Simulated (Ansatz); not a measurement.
InP:
```
InP
1.0
    4.13899     0.00000     0.00000
   -2.06950     3.58447     0.00000
    0.00000     0.00000     9.35163
In P
3 3
Cartesian
  2.07178   0.00000   6.23442
 -1.03589   1.79421   3.11721
  1.03361   1.79026   0.00000
  2.07069   0.00000   1.55860
 -1.03535   1.79327   7.79302
  1.03415   1.79120   4.67581
```

Relaxed with r²SCAN. Special points in fractions of this cell's reciprocal vectors: Γ (0.000, 0.000, 0.000); M (0.500, 0.000, 0.000); K (0.333, 0.333, 0.000); A (0.000, 0.000, 0.500); L (0.500, 0.000, 0.500); H (0.333, 0.333, 0.500).

Question: List the band energies nearest the valence-band maximum at these points for DFT-r²SCAN in the program Ansatz with PAW potentials.

Answer: In eV from the valence-band maximum; about four levels below and three above (degenerate sets whole), none deeper than 8.9 eV; points with the same levels are listed once.

| k | below | above |
|---|---|---|
| Γ | -0.52 -0.52 -0.33 0.00 | 0.41 2.46 2.46 |
| M | -2.06 -1.68 -1.44 -1.28 | 1.30 1.56 2.35 |
| K | -3.03 -3.03 -2.10 -1.44 -1.44 | 0.91 2.68 2.68 |
| A | -0.50 -0.43 -0.43 -0.11 | 2.08 2.08 2.35 |
| L | -1.88 -1.85 -1.69 -1.44 | 1.40 2.09 2.84 |
| H | -3.24 -3.24 -1.82 -1.08 | 2.69 2.86 2.86 |

Space group P6_222. The start of the workflow was typed in or built on a structure type; neither database checked (COD, Materials Project) lists it. It is not the phase usual at ambient conditions (space group No. 216). The r²SCAN relaxation kept the symmetry of its start; whether a distortion lowers the energy is not shown. Point labels and valley counts follow the cell and symmetry of the run, lower than the named group. Scalar-relativistic: spin–orbit coupling is off unless named, which matters more the heavier the elements.

Potentials: the earlier of the program's two PAW sets.
